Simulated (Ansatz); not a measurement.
Starting cell, AlCo (CsCl type):

```yaml
crystal:
  lattice:
    - [2.85208, 0.00000, 0.00000]
    - [0.00000, 2.85208, 0.00000]
    - [0.00000, 0.00000, 2.85208]
  atoms:
    - { symbol: Al, position: [0.00000, 0.00000, 0.00000] }
    - { symbol: Co, position: [0.50000, 0.50000, 0.50000] }
```

In this cell atom 1 (Al, nearest neighbour Co at 2.470 Å; its periodic images, 2.9 Å or more away, move with it) is moved by s towards the nearest neighbour, unit vector (-0.577, -0.577, -0.577); all other atoms and the cell stay fixed.

The numbers are results of PBE (plane waves to 420 eV, PAW, scalar-relativistic; Ansatz, a first-principles code), not measurements. k mesh 13×13×13 (Γ-centred), Fermi-Dirac smearing 0.05 eV. Energies are smeared free energies. With partly filled bands, energies and forces of such displacements shift with the k mesh and the smearing. AlCo is run without spin polarisation. AlCo was relaxed with its symmetry unable to fall. ΔE is measured from the undisplaced structure. The last digit holds for this mesh only.

| s (Å) | ΔE (meV/cell) |
|---|---|
| -0.250 | withheld |
| -0.200 | 151.0 |
| -0.150 | 83.4 |
| -0.100 | 36.6 |
| -0.050 | 9.1 |
| 0.000 | 0.0 |
| 0.050 | 9.1 |
| 0.100 | 36.6 |
| 0.150 | 83.4 |
| 0.200 | 151.0 |
| 0.250 | withheld |

### Question
Fit an even polynomial form (powers 2, 4) to the given rows and predict ΔE at s = -0.250.

### Answer
Least squares on the 9 given rows: ΔE = (3620)·s² + (3865)·s⁴, in meV/cell with s in Å; root-mean-square residual 0.02 meV/cell. At -0.250 the fit gives 241.3 meV/cell; the calculation gives 241.6 meV/cell, so the extrapolation is off by -0.3 (-0.1 %). The quadratic term alone would give 226.2 meV/cell.

(A displaced cell: forces are minus the slopes of the energy, force constants its curvatures, and phonons follow from these.)
